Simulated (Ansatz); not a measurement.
IrW (L1₀ or tetragonal B2, P4/mmm), PBEsol in the plane-wave PAW code Ansatz, all energies at zero smearing, with the estimated change up to a 700 eV cutoff added, with one set of potentials and settings (totals compare only within such a set). Cell of 2 atoms (1 Ir, 1 W): -22056.203 eV.

```json
[
 {"element": "Ir", "reference phase": "Fm-3m, 1 atoms in the cell", "E (eV/atom)": "-11799.0386"},
 {"element": "W", "reference phase": "Im-3m, 1 atoms in the cell", "E (eV/atom)": "-10256.5620"}
]
```

Formation energy per atom, worked out: (-22056.203 − 1×(-11799.0386) − 1×(-10256.5620))/2 = -0.301 eV/atom (-29 kJ per mol of atoms), at 0 K, without zero-point energy or fitted corrections.

The start of the workflow was typed in or built on a structure type; neither database checked (COD, Materials Project) lists it. COD files the formula under space group No. 51. Whether it is the stable phase at ambient conditions was not checked. The cell was relaxed with PBEsol under the symmetry of its start; its stability against distortions is not shown here. No spin polarisation was allowed. The references are the lowest solids computed at this level, not always the standard phases. Spin–orbit coupling is left out wherever it is not named.

Potentials: the later of the program's two PAW sets.
